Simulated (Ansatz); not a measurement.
Starting cell, Ta (bcc, W type):

```
Ta
1.0
   -3.30485     3.30485     3.30485
    1.65242    -1.65242     1.65242
    1.65242     1.65242    -1.65242
Ta
2
Direct
  0.00000   0.00000   0.00000
  0.50000   0.00000   0.00000
```

The atoms are displaced by Q × the pattern below (from a DFPT mode at N = (0.5, 0.0, 0.0), largest move 1; Q in Å), at fixed cell. (q is in reciprocal vectors of the primitive cell; the cell shown is doubled to hold the pattern.)

```json
[
 {"atom": "Ta1", "x": "1.000", "y": "0.000", "z": "0.000"},
 {"atom": "Ta2", "x": "-1.000", "y": "0.000", "z": "0.000"}
]
```

The numbers are results of r2SCAN (plane waves to 500 eV, PAW, scalar-relativistic; Ansatz, a quantum-chemistry and plane-wave program), not measurements. k mesh 10×20×20 (Γ-centred), Fermi-Dirac smearing 0.05 eV. Energies are smeared free energies. With partly filled bands, energies and forces of such displacements shift with the k mesh and the smearing. Spin-orbit coupling is left out, though Ta is heavy. Ta is run without spin polarisation. Ta was relaxed with its symmetry unable to fall. ΔE is measured from the undisplaced structure. The last digit holds for this mesh only.

```csv
Q (Å),ΔE (meV/cell)
-0.1000,142.9
-0.0833,withheld
-0.0667,66.0
-0.0500,37.7
-0.0333,16.9
-0.0167,4.3
0.0000,0.0
0.0167,4.3
0.0333,16.9
0.0500,37.7
0.0667,66.0
0.0833,withheld
0.1000,142.9
```

Task: Fit an even polynomial form (powers 2, 4) to the given rows and predict ΔE at Q = -0.0833.

Result: Least squares on the 11 given rows: ΔE = (15310)·Q² + (-101600)·Q⁴, in meV/cell with Q in Å; root-mean-square residual 0.06 meV/cell. At -0.0833 the fit gives 101.3 meV/cell; the calculation gives 101.2 meV/cell, so the interpolation is off by 0.1 (+0.1 %). The quadratic term alone would give 106.2 meV/cell.

(For displaced atoms, the force is minus the slope of the energy, and its curvature is a force constant, which sets phonon frequencies.)
